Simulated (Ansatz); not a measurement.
A frame of Ge from dynamics at 2160 K, with the forces (eV/Å) computed on a k mesh in the last three columns. Theory: DFT PBE, scalar-relativistic, plane waves, PAW (Ansatz 0.2.0).

Plane waves to 420 eV, a k mesh through Γ of 4×3×4 on the computed 14-atom cell and Fermi–Dirac smearing (0.19 eV); no spin polarisation.

```xyz
14
Lattice="6.678 0.022 -0.150 0.022 7.033 -0.169 -0.150 -0.169 6.875" Properties=species:S:1:pos:R:3:forces:R:3 pbc="T T T"
Ge    1.096    5.838    4.970   -0.100   -0.170    0.980
Ge    3.323    1.533    5.339    0.590   -0.260    0.570
Ge    5.067    5.944    5.031    0.310    0.290   -0.370
Ge    6.159    1.010    2.938   -1.530    0.060   -0.360
Ge    2.349    0.415    0.523   -0.090   -0.420   -0.110
Ge    5.976    1.222    6.143   -2.030   -1.500   -1.230
Ge    0.672    3.289    4.850    0.120    0.030   -0.640
Ge    6.235    3.683    2.038   -0.340   -0.360    0.670
Ge    3.495    3.981    4.817   -0.640    0.130   -0.100
Ge    1.021    2.649    0.420    2.000    1.330    1.370
Ge    1.779    0.581    3.579    1.480   -0.160   -0.780
Ge    3.492    5.671    2.251    0.080    0.020   -0.040
Ge    3.548    2.701    2.564    0.360    0.240   -0.540
Ge    5.764    5.757    0.671   -0.200    0.780    0.560
```

Static pressure 0.9 GPa (no kinetic part), no gap on the mesh.

Counting as bonded all pairs within 1.2 times the summed covalent radii:

```tsv
atom → neighbour	mean count	mean length (Å)	spread (Å)
Ge → Ge	3.00	2.61	0.15
```

Angles between all pairs of such bonds at an atom (mean ± spread): 107 ± 26° at Ge.

Cost: 1 run of about 3.6 core-minutes, on Intel Xeon Processor @ 2.50GHz (Skylake/Cascade Lake) (shared hosts).